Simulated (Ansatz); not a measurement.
Question: Sn (β-Sn type, I4_1/amd) is relaxed with plane-wave PAW PBEsol (Ansatz code). What lattice parameters of the conventional cell result?

Answer: a = 5.856 Å, c = 3.135 Å.

Symmetry was held in the PBEsol relaxation. Axis ratios of metals converge slowly with the k-mesh, so a and c are less sure than the volume. Scalar-relativistic: spin–orbit coupling is off unless named, which matters more the heavier the elements.

Potentials: the later of the program's two PAW sets.
